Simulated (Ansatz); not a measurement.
An elastic tensor (GPa, Voigt order, standard axes) from the program Ansatz at the PBE level (PAW):

```
 107  40.1  58.8   0.0   0.0   0.0
40.1   132  48.9   0.0   0.0   0.0
58.8  48.9   100   0.0   0.0   0.0
 0.0   0.0   0.0  32.5   0.0   0.0
 0.0   0.0   0.0   0.0  42.3   0.0
 0.0   0.0   0.0   0.0   0.0  35.6
```

Task: Which of these materials gives this?
A) SiO2, Pbca (Si on 8c, O on 8c, O on 8c)
B) FeS2, Pnnm (Fe on 2a, S on 4g)
C) BaZrS3, Pnma (Ba on 4c, Zr on 4b, S on 4c, S on 8d)

Result: C, BaZrS3, Pnma (Ba on 4c, Zr on 4b, S on 4c, S on 8d)

Symmetry was held in the PBE relaxation. No spin polarisation was allowed. Spin–orbit coupling is left out wherever it is not named.

Potentials: the later of the program's two PAW sets.
